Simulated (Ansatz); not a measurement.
PbTe (rock salt)

```yaml
crystal:
  lattice:
    - [0.00000, 6.56902, 6.56902]
    - [3.28451, 3.28451, 6.56902]
    - [3.28451, 3.28451, 0.00000]
  atoms:
    - { symbol: Te, position: [0.00000, 0.00000, 0.00000] }
    - { symbol: Te, position: [0.50000, 0.00000, 0.00000] }
    - { symbol: Pb, position: [0.00000, 0.50000, 0.50000] }
    - { symbol: Pb, position: [0.50000, 0.50000, 0.50000] }
```

The atoms are displaced by Q × the pattern below (from a DFPT mode at X = (0.5, 0.5, 0.0), largest move 1; Q in Å), at fixed cell. (q is in reciprocal vectors of the primitive cell; the cell shown is doubled to hold the pattern.)

```
atom      x      y       z
----  -----  -----  ------
Te1   0.000  0.000  -0.305
Te2   0.000  0.000   0.305
Pb3   0.000  0.000  -1.000
Pb4   0.000  0.000   1.000
```

These are PBE (plane waves to 420 eV, PAW, scalar-relativistic; Ansatz, an electronic-structure program) values and carry that method's errors. k mesh 9×9×9 (Γ-centred), Fermi-Dirac smearing 0.05 eV. E stands for the smeared free energy. PbTe was relaxed with its symmetry unable to fall. Spin-orbit coupling is left out, though Pb and Te are heavy. ΔE is measured from the undisplaced structure.

The scan covers Q from -0.100 to 0.100 Å in 13 points.

Which space group does the distorted structure have?

P4/nmm (No. 129), lowered from Fm-3m.

What is the energy change at Q = 0.100 Å?

7.7 meV/cell.

What harmonic wavenumber does the curvature at Q = 0 give?

31 cm⁻¹.

(For displaced atoms, the force is minus the slope of the energy, and its curvature is a force constant, which sets phonon frequencies.)
